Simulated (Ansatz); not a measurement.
Consider the following.

Cu₃PdN (anti-perovskite, space group No. 221), a = 3.778 Å, b = 3.778 Å, c = 3.778 Å, α = 90.00°, β = 90.00°, γ = 90.00°.

This is the LDA-relaxed structure.

Q: All from LDA (plane waves, PAW; program Ansatz), unless another level is named. Estimate the Young's modulus.

A: 201 GPa.

Q: What about the elastic constants (relaxed ions, GPa)?

A: C11 = 352, C12 = 145, C44 = 60.1.

Q: What about the highest zone-centre frequency?

A: 648 cm⁻¹.

Space group Pm-3m (anti-perovskite). The first step of the workflow began from a Materials Project structure, measured or hypothetical; the Crystallography Open Database copy checked does not list it. Whether it is the stable phase at ambient conditions was not checked. The cell was relaxed with LDA under the symmetry of its start; its stability against distortions is not shown here. No spin polarisation was allowed. A small band overlap can be real or an error of a semilocal functional. As this level gives no gap, shear constants depend on the k-mesh and smearing (Fermi–Dirac, 0.1 eV here). As this level gives no gap, phonon frequencies hold no LO–TO term and depend on the k-mesh and smearing (Fermi–Dirac, 0.1 eV here).

Potentials: the later of the program's two PAW sets.
